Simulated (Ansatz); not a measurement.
MnAu₂:
```xyz
3
Lattice="-1.6701 1.6701 4.3026 1.6701 -1.6701 4.3026 1.6701 1.6701 -4.3026" Properties=species:S:1:pos:R:3 pbc="T T T"
Mn     0.0000     0.0000     0.0000
Au     0.0000     0.0000     2.9180
Au     0.0000     0.0000     5.6871
```
Starting moments (μB, in the order of the atoms Mn Au Au): 4.0 0.0 0.0.

Relaxed with PBEsol. Special points in fractions of this cell's reciprocal vectors: Γ (0.000, 0.000, 0.000); X (0.000, 0.000, 0.500); P (0.250, 0.250, 0.250); N (0.000, 0.500, 0.000); M (0.500, 0.500, -0.500); S (0.288, 0.712, -0.288); S0 (-0.288, 0.288, 0.288); R (-0.075, 0.075, 0.500); G (0.500, 0.500, -0.075).

**Question.** List the band energies nearest the Fermi level at these points for DFT-PBEsol in the program Ansatz with PAW potentials.

**Answer.** In eV from the Fermi level; about four levels below and three above (degenerate sets whole), none deeper than 8.9 eV; points with the same levels are listed once.

| k | below | above |
|---|---|---|
| Γ ↑ | -2.45 -2.45 -2.00 -1.61 | 2.33 2.62 9.34 9.34 |
| X ↑ | -2.00 -1.90 -1.48 -1.27 | 2.17 2.88 3.72 |
| P ↑ | -2.94 -2.94 -1.90 -1.86 | 1.03 1.03 2.16 |
| N ↑ | -1.57 -1.32 -1.15 -0.46 | 4.57 10.79 11.49 |
| M ↑ | -1.60 -1.49 -1.49 -1.17 | 4.90 4.90 9.75 |
| S ↑ | -1.61 -1.59 -1.47 -1.31 | 7.49 8.59 10.19 |
| R ↑ | -2.04 -1.99 -1.28 -0.72 | 1.67 1.72 3.44 |
| Γ ↓ | -4.19 -4.19 -2.90 -0.80 | 0.80 0.80 0.97 |
| X ↓ | -2.97 -2.04 -1.27 -1.02 | 1.26 1.31 2.09 |
| P ↓ | -3.02 -2.00 -1.14 -1.14 | 1.13 2.09 2.39 2.39 |
| N ↓ | -2.72 -2.70 -2.09 -0.23 | 0.59 1.25 1.35 |
| M ↓ | -3.34 -3.25 -3.25 -2.29 | 0.76 1.53 1.53 |
| S ↓ | -2.65 -2.60 -2.40 -1.92 | 1.05 1.18 1.20 |
| R ↓ | -3.02 -2.13 -1.46 -0.75 | 1.26 1.33 2.13 |

Space group I4/mmm (MoSi2 or CaC2 type). The workflow started from an entry of the Crystallography Open Database (COD). Its standing as an ambient phase is unchecked. Symmetry was held in the PBEsol relaxation; its stability against distortions is not shown here. The final state is ferromagnetic, chosen from 4 collinear starts compared on coarse meshes (ties went to the first, and starts can fall back to one state), not a proven ground state. Scalar-relativistic: spin–orbit coupling is off unless named, which matters more the heavier the elements.

Potentials: the later of the program's two PAW sets.
